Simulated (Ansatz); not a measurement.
MoP (CsCl type, Pm-3m) at seven volumes, PBE in the plane-wave PAW code Ansatz, scaled uniformly. One row is withheld.

```
V (Å³/atom)  P (GPa)
-----------  -------
12.319         27.29
12.725         16.65
13.131          7.63
13.537          0.00
13.943             ?
14.350        -11.94
14.756        -16.57
```

Problem. Fit the shown pressures and predict the withheld one.

Solution. P = (3/2)B₀(x^(7/2) − x^(5/2))[1 + (3/4)(B′ − 4)(x − 1)] with x = (V₀/V)^(2/3). Least squares on the six rows gives V₀ = 13.537 Å³/atom, B₀ = 234 GPa, B′ = 4.53. At V = 13.943, x = 0.9805 and P = -6.47 GPa. The run itself gave -6.47 GPa.

A made-up cell: these elements were put on the sites of a structure type; neither database checked (COD, Materials Project) lists it. COD files the formula under space group No. 187, so this cell is another polymorph or a model. Whether it is the stable phase at ambient conditions was not checked. The cell was relaxed with PBE under the symmetry of its start; its stability against distortions is not shown here. No spin polarisation was allowed.

Potentials: the later of the program's two PAW sets.
